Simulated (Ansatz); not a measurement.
A crystal relaxed with r2SCAN in the PAW code Ansatz has space group Fm-3m (No. 225) and a = 6.720 Å.

```
atom  site       x       y       z
  Xx    4a  0.0000  0.0000  0.0000
  Sr    8c  0.2500  0.7500  0.7500
```

r2SCAN gives a direct gap of 0.07 eV at X. (With 0.02 eV of smearing so small a gap leaves both edges partly filled, and it could close between the points sampled.) With HSE06 the valence top lies at X and the conduction bottom at Γ, 0.35 eV higher; the smallest vertical gap, at X, is 0.40 eV. PBE gives no gap: the lowest nominally empty band dips 0.11 eV below the top of the last filled one (its bottom at Γ, the top at X), so the cell is a metal or semimetal at this level. Meshes: r2SCAN 6×6×6, HSE06 4×4×4, PBE 6×6×6.

**Question.** Which element is Xx?
A. C
B. Si
C. Pb
D. Ge

**Answer.** A. Xx is C: Sr2C (antifluorite). C is surrounded by 8 Sr at 2.91 Å; Sr is surrounded by 4 C at 2.91 Å.

No spin polarisation. The prototype was imposed, so other structures may be more stable.

The meshes of the hybrids are coarse, so their gaps aren't converged to the digits shown.
